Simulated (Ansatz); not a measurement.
SrCd2Sb2:
```yaml
crystal:
  lattice:
    - [4.75007, 0.00000, 0.00000]
    - [-2.37504, 4.11368, 0.00000]
    - [0.00000, 0.00000, 7.87877]
  atoms:
    - { symbol: Sr, position: [0.00000, 0.00000, 0.00000] }
    - { symbol: Cd, position: [0.33333, 0.66667, 0.63145] }
    - { symbol: Cd, position: [0.66667, 0.33333, 0.36855] }
    - { symbol: Sb, position: [0.33333, 0.66667, 0.25173] }
    - { symbol: Sb, position: [0.66667, 0.33333, 0.74827] }
```

Relaxed with r²SCAN. Special points in fractions of this cell's reciprocal vectors: Γ (0.000, 0.000, 0.000); M (0.500, 0.000, 0.000); K (0.333, 0.333, 0.000); A (0.000, 0.000, 0.500); L (0.500, 0.000, 0.500); H (0.333, 0.333, 0.500).

Q: List the band energies nearest the valence-band maximum at these points for r²SCAN with spin–orbit coupling (plane waves, PAW; program Ansatz).

A: In eV from the valence-band maximum; about four levels below and three above (degenerate sets whole), none deeper than 8.9 eV; points with the same levels are listed once.

```json
[
 {"k": "Γ", "below": "-0.15 -0.15 0.00 0.00", "above": "0.22 0.22 0.85 0.85"},
 {"k": "M", "below": "-2.24 -2.24 -1.50 -1.50", "above": "0.57 0.57 2.25 2.25"},
 {"k": "K", "below": "-2.39 -2.39 -2.07 -2.07", "above": "2.25 2.25 2.48 2.48"},
 {"k": "A", "below": "-0.84 -0.84 -0.72 -0.72", "above": "0.19 0.19 1.46 1.46"},
 {"k": "L", "below": "-1.49 -1.49 -1.10 -1.10", "above": "1.15 1.15 1.32 1.32"},
 {"k": "H", "below": "-1.88 -1.88 -1.79 -1.79", "above": "1.66 1.66 1.67 1.67"}
]
```

Space group P-3m1. The workflow started from an entry of the Crystallography Open Database (COD). Whether it is the stable phase at ambient conditions was not checked. The r²SCAN relaxation kept the symmetry of its start; its stability against distortions is not shown here.

Potentials: the later of the program's two PAW sets.
